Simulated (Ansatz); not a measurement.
LuB2Os3:
```
CELL_PARAMETERS angstrom
      5.44165     0.00000     0.00000
     -2.72082     4.71260     0.00000
      0.00000     0.00000     2.97408
ATOMIC_POSITIONS crystal
  B  0.33333 0.66667 0.00000
  B  0.66667 0.33333 0.00000
  Os 0.50000 0.00000 0.50000
  Os 0.50000 0.50000 0.50000
  Os 0.00000 0.50000 0.50000
  Lu 0.00000 0.00000 0.00000
```

Relaxed with LDA. Special points in fractions of this cell's reciprocal vectors: Γ (0.000, 0.000, 0.000); M (0.500, 0.000, 0.000); K (0.333, 0.333, 0.000); A (0.000, 0.000, 0.500); L (0.500, 0.000, 0.500); H (0.333, 0.333, 0.500).

### Question
List the band energies nearest the Fermi level at these points for LDA (plane waves, PAW; program Ansatz).

### Answer
In eV from the Fermi level; about four levels below and three above (degenerate sets whole), none deeper than 8.9 eV; points with the same levels are listed once.

| k | below | above |
|---|---|---|
| Γ | -1.39 -1.39 -0.92 -0.92 | 0.44 0.44 0.84 |
| M | -0.90 -0.70 -0.70 -0.43 | 0.54 0.67 2.59 |
| K | -0.32 -0.24 -0.24 -0.17 | 0.83 2.78 2.78 |
| A | -1.73 -1.73 -0.83 -0.41 -0.41 | 0.02 0.02 1.29 |
| L | -1.95 -1.71 -0.32 -0.25 | 0.79 1.44 1.85 |
| H | -0.84 -0.84 -0.78 -0.78 | 1.01 1.03 1.57 1.57 |

Space group P6/mmm. The workflow started from an entry of the Crystallography Open Database (COD). Its standing as an ambient phase is unchecked. The cell was relaxed with LDA under the symmetry of its start; of distortions, only those at the zone centre were tested, and some modes there are weakly imaginary. No spin polarisation was allowed. Scalar-relativistic: spin–orbit coupling is off unless named, which matters more the heavier the elements.

Potentials: the later of the program's two PAW sets.
